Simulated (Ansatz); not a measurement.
Cs2LiMoF6:
```
Cs2LiMoF6
1.0
    0.00000     4.32097     4.32097
    4.32097     0.00000     4.32097
    4.32097     4.32097     0.00000
Cs Li Mo F
2 1 1 6
Cartesian
  2.16049   2.16049   2.16049
  6.48146   6.48146   6.48146
  4.32097   4.32097   4.32097
  0.00000   0.00000   0.00000
  4.32097   4.32097   2.07826
  4.32097   4.32097   6.56369
  2.07826   4.32097   4.32097
  6.56369   4.32097   4.32097
  4.32097   2.07826   4.32097
  4.32097   6.56369   4.32097
```
The run is spin-polarised; directions of the spins, atom by atom: 0 0 0 ↑ 0 0 0 0 0 0.

Relaxed with r²SCAN.

Question: Map the spin density (μB/Å³) on the plane through (0.250, 0.250, 0.250) spanned by u = [1, 0, 0] and v = [-1, 1, 1] in lattice vectors, from r²SCAN (plane waves, PAW; program Ansatz).

Answer: x is the fraction of u, y of v (the angle between them is 90°; rows are the nearest grid lines); atoms in the plane: Cs at (0.00, 0.00), Cs at (0.00, 0.50), Li at (0.50, 0.25), Mo at (0.50, 0.75), F at (0.50, 0.99), F at (0.50, 0.51).
```
|              ....              |
|                                |
|                                |
|            ..    ..            |
|          .:=+=..=+=:.          |
|         .:=%@#**#@%=:.         |
|         .:=##*##*##=:.         |
|         .:-#@#--#@#-:.         |
|          ..::.  .::..          |
|                                |
|                                |
|              .  .              |
|                                |
|                                |
|                                |
|                                |
|                                |
|                                |
|                                |
|                                |
|                                |
|                                |
|                                |
|              ....              |
```
Scale: ten equal steps from -0.045 (start of ' ') to 0.997 (end of '@'), in the order ' .:-=+*#%@'; x runs from 0.000 to 1.00, y from 0.000 (bottom) to 1.00 (top).

The density is the valence pseudo-density with augmentation charge, so density and ELF within about 1 Å of a nucleus are not all-electron values.

Space group Fm-3m. The workflow started from a Materials Project entry (that database holds measured and hypothetical structures alike); the Crystallography Open Database copy checked does not list it. Its standing as an ambient phase is unchecked. Symmetry was held in the r²SCAN relaxation; whether a distortion lowers the energy is not shown. Magnetic state: ferromagnetic, chosen from 3 collinear starts compared on coarse meshes (ties went to the first, and starts can fall back to one state), not a proven ground state. Other orbital occupations within this spin state were not tried. No Hubbard U is applied. Scalar-relativistic: spin–orbit coupling is off unless named, which matters more the heavier the elements.

Potentials: the later of the program's two PAW sets.
